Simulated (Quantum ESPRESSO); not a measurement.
Band energies of Cs$_{2}$Pt

```
CELL_PARAMETERS angstrom
      5.80714     0.00000     0.00000
     -2.90357     5.02913     0.00000
      0.00000     0.00000     7.89729
ATOMIC_POSITIONS crystal
  Cs 0.66667 0.33333 0.25000
  Cs 0.33333 0.66667 0.75000
  Cs 0.00000 0.00000 0.00000
  Cs 0.00000 0.00000 0.50000
  Pt 0.66667 0.33333 0.75000
  Pt 0.33333 0.66667 0.25000
```

PBEsol (pw.x of Quantum ESPRESSO, ONCV potentials, no spin-orbit coupling); path ΓMKΓALHA,LM,KH; energies in eV from the valence-band maximum.

```
k (1/Å)  point  band 32  band 33  band 34  band 35  band 36  band 37  band 38  band 39
-------  -----  -------  -------  -------  -------  -------  -------  -------  -------
0.00         Γ    -0.08    -0.04    -0.04     0.00     0.00     1.86     1.86     2.48
0.21              -0.11    -0.08    -0.07    -0.06    -0.05     2.12     2.35     2.53
0.42              -0.22    -0.19    -0.11    -0.09    -0.09     2.02     2.68     2.76
0.62         M    -0.25    -0.20    -0.13    -0.12    -0.05     1.71     2.65     3.21
0.62         K    -0.13    -0.13    -0.11    -0.11    -0.04     2.38     2.38     2.57
0.81              -0.15    -0.14    -0.13    -0.11    -0.06     2.04     2.72     2.81
0.99              -0.25    -0.14    -0.14    -0.07    -0.05     2.05     2.60     2.68
1.17              -0.09    -0.08    -0.07    -0.05    -0.04     2.04     2.27     2.52
1.35         Γ    -0.08    -0.04    -0.04     0.00     0.00     1.86     1.86     2.48
1.54              -0.07    -0.07    -0.04    -0.02    -0.02     2.05     2.05     2.31
1.74         A    -0.12    -0.06    -0.06    -0.06    -0.06     2.53     2.53     2.57
1.95              -0.15    -0.10    -0.10    -0.06    -0.06     1.94     1.94     2.77
2.16              -0.15    -0.15    -0.15    -0.04    -0.04     1.74     1.74     3.22
2.37         L    -0.20    -0.15    -0.15    -0.02    -0.02     1.89     1.89     3.12
2.55              -0.25    -0.13    -0.13    -0.02    -0.02     2.08     2.08     2.82
2.73         H    -0.28    -0.12    -0.12    -0.01    -0.01     2.33     2.33     2.62
2.87              -0.23    -0.12    -0.12    -0.02    -0.02     2.11     2.11     2.73
3.02              -0.20    -0.11    -0.11    -0.04    -0.04     1.80     1.80     2.93
3.16              -0.20    -0.10    -0.10    -0.05    -0.05     1.80     1.80     2.88
3.31              -0.14    -0.08    -0.08    -0.06    -0.06     2.11     2.11     2.67
3.45         A    -0.12    -0.06    -0.06    -0.06    -0.06     2.53     2.53     2.57
3.45         L    -0.20    -0.15    -0.15    -0.02    -0.02     1.89     1.89     3.12
3.58              -0.20    -0.17    -0.13    -0.09    -0.03     1.91     2.08     2.90
3.72              -0.27    -0.18    -0.13    -0.12    -0.05     1.80     2.45     3.08
3.85         M    -0.25    -0.20    -0.13    -0.12    -0.05     1.71     2.65     3.21
3.85         K    -0.13    -0.13    -0.11    -0.11    -0.04     2.38     2.38     2.57
4.25         H    -0.28    -0.12    -0.12    -0.01    -0.01     2.33     2.33     2.62
```

The PBEsol gap is indirect, 1.71 eV, from Γ to M; the smallest direct gap is 1.76 eV. Another valence extremum on the path lies within 0.02 eV, too close to call.

Spin-orbit coupling is left out, which matters for elements this heavy: edges can move by tenths of an eV.

Geometry of the Materials Project entry, not relaxed at this level.

The structure is a Materials Project entry; no match was found in the copy of COD used, and its stability was not checked.
